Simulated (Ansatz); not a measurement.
This HfSi2O6 structure is the end of a relaxation. The cell was found from a structure generator's guess, not taken from experiment.

Method: DFT PBE, scalar-relativistic, plane waves, PAW in Ansatz 0.2.0. Cutoff 420 eV, Γ-centred mesh, Gaussian smearing, no spin polarisation.

```xyz
9
Lattice="4.9554 -2.5079 0.0000 4.9554 2.5079 0.0000 -0.1765 0.0000 5.8822" Properties=species:S:1:pos:R:3 pbc="T T T"
Hf    4.9554    0.2067    0.0000
Si    7.3470    1.1716    3.8539
Si    2.3873    1.1716    2.0283
O     6.0156   -0.9080    1.1899
O     2.2029   -0.3756    2.5404
O     3.7186   -0.9080    4.6923
O     3.7067    1.2606    1.0743
O     7.5313   -0.3756    3.3418
O     6.0276    1.2606    4.8079
```

Formation energies are uncorrected and refer to the elements' standard structures at the same level (O₂ as a molecule).

(1) What space group does it have?

(2) How far does it lie from the elements in energy?

(3) Is it a metal?

Answers

(1) C2 (No. 5). Conventional cell: a = 9.911 Å, b = 5.016 Å, c = 5.885 Å, β = 91.7°. Hf is surrounded by 4 O at 1.94–1.96 Å; Si is surrounded by 4 O at 1.63–1.64 Å; O on its first site is surrounded by 1 Si at 1.63 Å and 1 Hf at 1.94 Å; O on its second site is surrounded by 2 Si at 1.64 Å; 1 more site not described.

(2) −2.936 eV/atom. It lies below the elements, which doesn't yet make it stable against other compounds or structures.

(3) No, the gap on the 6×6×4 mesh is 5.03 eV.

The last run used a 6×6×4 mesh (in the run's order of axes) for its 9-atom cell and Gaussian smearing of 0.02 eV. Spin–orbit coupling, which can matter for Hf, is left out. Kohn–Sham gaps at this level usually fall short of measured ones. A later test with randomly moved atoms came back to the same energy, though modes that don't fit the test's cell weren't probed.
